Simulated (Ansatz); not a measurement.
## Data sheet: Si$_{3}$N$_{4}$ (DFT)

Si3N4:
Space group I-43d (No. 220); a = b = c = 6.442 Å, α = β = γ = 90.00°

```csv
atom,site,symmetry,x,y,z
N,16c,.3.,0.0312,0.0312,0.0312
Si,12b,-4..,0.1250,0.5000,0.2500
```
(The calculation used a cell of 14 atoms; values per cell refer to that cell.)

Space group I-43d (No. 220); conventional cell a = 6.442 Å, b = 6.442 Å, c = 6.442 Å, α = 90.00°, β = 90.00°, γ = 90.00°.

Method: r²SCAN (plane waves, PAW; program Ansatz). Structure relaxed to zero pressure with the same functional. Other levels are named where they apply.

### Cell and energy

```yaml
volume_per_atom: 9.55 Å³
density: 3.48 g/cm³
Formation energy from the elements (no fitted shifts): -1.17 eV/atom
```

### Electronic structure

```yaml
band_gap: 4.74 eV (indirect)
valence_band_maximum: on the P–H line, 33 % of the way from P
conduction_band_minimum: on the Γ–H line, 46 % of the way from Γ (6 equivalent valleys)
smallest_direct_gap_on_the_standard_path: 4.91 eV
electron_effective_mass: 0.53, 0.53, 0.75 mₑ (principal values)
hole_effective_mass: 0.48, 11, 11 mₑ (principal values)
HSE06 gap on the r²SCAN cell: 5.51 eV
```

### Mechanics

```yaml
Bulk modulus (Birch–Murnaghan fit): 273 GPa
Pressure derivative B′: 3.5
Elastic constants (relaxed ions, GPa): C11 = 407, C12 = 208, C44 = 231
mechanical_stability: stable (all eigenvalues of C positive)
hill_bulk_and_shear_moduli: 275 and 165 GPa
Young's modulus: 412 GPa
Poisson's ratio: 0.25
debye_temperature_from_the_elastic_constants: 1070 K
```

### Dielectric response

```yaml
Electronic dielectric constant ε∞ (DFPT): 4.38
Static dielectric constant ε0 (ions relaxed, cell fixed): 8.88
Born charges (a third of the trace): N -2.56, Si +3.42 e
Largest static χ(2) component: 4.7 pm/V
```

### Phonons

```yaml
Highest zone-centre frequency (without LO–TO term): 943 cm⁻¹
zone_centre_stability: no imaginary mode at Γ
dynamical_stability_on_the_path: stable (no imaginary branch)
zero_point_energy: 115.6 meV/atom
Vibrational entropy at 300 K: 8.2 J/(K·mol of atoms)
```

### Charges

```yaml
bader_charges: N -2.39, Si +3.19 e
```

The workflow started from an entry of the Crystallography Open Database (COD), which files this formula under 4 space groups. It is not the phase usual at ambient conditions (space group No. 176). Symmetry was held in the r²SCAN relaxation. The references are the lowest solids computed at this level, not always the standard phases (solids in place of the gases).

Potentials: the earlier of the program's two PAW sets. The files were generated under PBE; for other functionals the program regenerates the frozen cores, and for LDA and PBEsol the local potential too.
